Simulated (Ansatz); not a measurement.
SnGe in space group Pmma (No. 51; Ge on 2e, Ge on 2f, Sn on 2e, Sn on 2f) at seven volumes, DFT-PBEsol in the program Ansatz with PAW potentials, shape and atoms relaxed at each. One row is withheld.

| V (Å³/atom) | P (GPa) |
|---|---|
| 26.078 | 5.98 |
| 26.938 | ? |
| 27.797 | 1.67 |
| 28.657 | 0.00 |
| 29.517 | -1.40 |
| 30.376 | -2.59 |
| 31.236 | -3.58 |

Problem. Fit the shown pressures and predict the withheld one.

Solution. P = (3/2)B₀(x^(7/2) − x^(5/2))[1 + (3/4)(B′ − 4)(x − 1)] with x = (V₀/V)^(2/3). Least squares on the six rows gives V₀ = 28.658 Å³/atom, B₀ = 50.8 GPa, B′ = 4.66. At V = 26.938, x = 1.0421 and P = 3.63 GPa. The run itself gave 3.65 GPa.

The start of the workflow was typed in or built on a structure type; neither database checked (COD, Materials Project) lists it. Its standing as an ambient phase is unchecked. Symmetry was held in the PBEsol relaxation; whether a distortion lowers the energy is not shown. Scalar-relativistic: spin–orbit coupling is off unless named, which matters more the heavier the elements.

Potentials: the later of the program's two PAW sets.
